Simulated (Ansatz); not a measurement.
An Ansatz run on In3GaAs4 as one 8-atom ordering (Pmm2) on the zincblende lattice left the output below. The start is a rough guess from atomic radii.

The cell given to it:
```
CELL_PARAMETERS angstrom
4.12278 0.00000 0.00000
0.00000 8.24555 0.00000
0.00000 0.00000 5.83049
ATOMIC_POSITIONS crystal
Ga 0.00000 0.00000 0.00000
As 0.50000 0.00000 0.25000
In 0.50000 0.25000 0.50000
As 0.00000 0.25000 0.75000
In 0.00000 0.50000 0.00000
As 0.50000 0.50000 0.25000
In 0.50000 0.75000 0.50000
As 0.00000 0.75000 0.75000
```

Output, abridged:
```
Crystal: 8 atoms, lattice volume = 198.205 Å³
Basis set: ecut = 420 eV, 3873 PW (Γ)
Bands: 68, of which v1, the nominal top of the filled ones, is band 56 counted from 1 (55 counted from 0)
Symmetry: 4 space group operations
Space group: Pmm2 (ITA 25)
k-points: 36 of 96 (time reversal used)
preconditioner: auto → Resta (q_TF=auto, 2.481 Å⁻¹)  ε∞=3.4  [σ=0.020 eV  ℏωp=22.4 eV]
SCF 1 converged in 7 iterations: F = -40002.232426 eV  dr2 = 8.49e-8
relax step 1: F+E_penalty+E_count = -40002.23242589 eV  max|allowed force component| = 1.521e0 eV/Å  Δτ_max = 0.0000 Å  P = +9.190 GPa  Ω = 198.205 Å³
SCF 2 converged in 8 iterations: F = -40003.129385 eV  dr2 = 9.75e-8
relax step 2: F+E_penalty+E_count = -40003.12938486 eV  max|allowed force component| = 4.030e-1 eV/Å  Δτ_max = 0.1962 Å  P = -0.638 GPa  Ω = 227.191 Å³
SCF 3 converged in 6 iterations: F = -40003.152755 eV  dr2 = 1.45e-7
relax step 3: F+E_penalty+E_count = -40003.15275533 eV  max|allowed force component| = 5.539e-2 eV/Å  Δτ_max = 0.0397 Å  P = -0.226 GPa  Ω = 225.454 Å³
SCF 4 converged in 6 iterations: F = -40003.154465 eV  dr2 = 1.75e-8
relax step 4: F+E_penalty+E_count = -40003.15446458 eV  max|allowed force component| = 2.240e-2 eV/Å  Δτ_max = 0.0154 Å  P = -0.039 GPa  Ω = 224.643 Å³
SCF 5 converged in 5 iterations: F = -40003.154593 eV  dr2 = 9.43e-9
relax step 5: F+E_penalty+E_count = -40003.15459253 eV  max|allowed force component| = 3.984e-3 eV/Å  Δτ_max = 0.0034 Å  P = +0.001 GPa  Ω = 224.452 Å³
SCF 6 converged in 8 iterations: F = -40003.160512 eV  dr2 = 3.00e-11
relax step 6: F+E_penalty+E_count = -40003.16051232 eV  max|allowed force component| = 4.119e-3 eV/Å  Δτ_max = 0.0000 Å  P = +0.004 GPa  Ω = 224.452 Å³  (SCF on a basis re-selected at this cell)
Free energy (F): -40003.160512 eV
Internal energy: -40003.159653 eV  (E = F + TS)
E sigma→0 (E₀):  -40003.160082 eV
Entropy (-TS):   -0.000860 eV (-0.107 meV/atom)
Fermi energy:    7.145685 eV
--- Forces (eV/Å), atoms counted from 1 ---
  atom   1  Ga      0.00000      0.00000    -0.00412
  atom   2  As      0.00000      0.00000      0.00098
  atom   3  In      0.00000      0.00167    -0.00030
  atom   4  As      0.00000    -0.00206      0.00113
  atom   5  In      0.00000      0.00000    -0.00094
  atom   6  As      0.00000      0.00000      0.00242
  atom   7  In      0.00000    -0.00167    -0.00030
  atom   8  As      0.00000      0.00206      0.00113
--- Stress (GPa, compression-positive) ---
        0.003678       0.000000       0.000000
        0.000000       0.001245       0.000000
        0.000000       0.000000       0.006189
  P = ⅓ Tr σ = 0.0037 GPa (0.037 kbar)
--- Relaxed structure (5 steps of the walk, 5 accepted, 1 SCFs on fresh bases) ---
  F+E_penalty+E_count = -40003.16051232 eV   max|allowed force component| = 4.119e-3 eV/Å
  cell:  # Å, volume = 224.4516 Å³
    - [4.294535, 0.000000, 0.000000]
    - [0.000000, 8.598355, 0.000000]
    - [0.000000, 0.000000, 6.078426]
  atoms:
    - { symbol: Ga, position: [0.000000, 0.000000, -0.003042] }
    - { symbol: As, position: [0.500000, 0.000000, 0.222234] }
    - { symbol: In, position: [0.500000, 0.241006, 0.499721] }
    - { symbol: As, position: [0.000000, 0.238041, 0.759958] }
    - { symbol: In, position: [0.000000, 0.500000, 0.001751] }
    - { symbol: As, position: [0.500000, 0.500000, 0.259700] }
    - { symbol: In, position: [0.500000, 0.758994, 0.499721] }
    - { symbol: As, position: [0.000000, 0.761959, 0.759958] }
```

Question: Write the input file that gave this output.

Answer:
```yaml
crystal:
  # lattice and atoms as above
kpoints:
  mp_grid: { grid: [6, 4, 4] }
hamiltonian:
  xc: pbe
scf:
  occupations: { method: fermi_dirac, width: 0.02 }
relax:
  f_tol: 0.005
  cell: {}
```
The relax steps with a changing cell volume need the relax block with cell. Close relatives of this functional can't be ruled out from these lines alone. Keys that aren't typed take their defaults; thresholds and the kind of smearing can't be read off these lines.

Command: `ansatz run input.yaml --threads 2 --pin off --max-ram 20275MiB --backend cpu --events-out ev --progress --plain --runs-dir out`. Wall time 82 s on 2 threads of AMD EPYC 7R13 Processor (Zen 3), with other jobs on the host, load about 3.7 per core; peak host memory 0.96 GiB.

(Calculated; spin-unpolarised; the phase may be known or hypothetical.)
